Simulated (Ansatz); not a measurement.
Nb3Si in space group Fm-3m (No. 225; Si on 4a, Nb on 4b, Nb on 8c) at seven volumes, plane-wave PAW PBE (Ansatz code), scaled uniformly. One row is withheld.

```
V (Å³/atom)  P (GPa)
-----------  -------
15.264             ?
15.767         12.56
16.270          5.81
16.774          0.00
17.277         -4.99
17.780         -9.27
18.283        -12.95
```

Q: Fit the shown pressures and predict the withheld one.

A: P = (3/2)B₀(x^(7/2) − x^(5/2))[1 + (3/4)(B′ − 4)(x − 1)] with x = (V₀/V)^(2/3). Least squares on the six rows gives V₀ = 16.774 Å³/atom, B₀ = 179 GPa, B′ = 4.06. At V = 15.264, x = 1.0649 and P = 20.45 GPa. The run itself gave 20.39 GPa.

The cell is a constructed one: a structure type filled with these elements; neither database checked (COD, Materials Project) lists it. COD files the formula under space group No. 86, 221, so this cell is another polymorph or a model. Its standing as an ambient phase is unchecked. Symmetry was held in the PBE relaxation; its stability against distortions is not shown here. The run is not spin-polarised.

Potentials: the later of the program's two PAW sets.
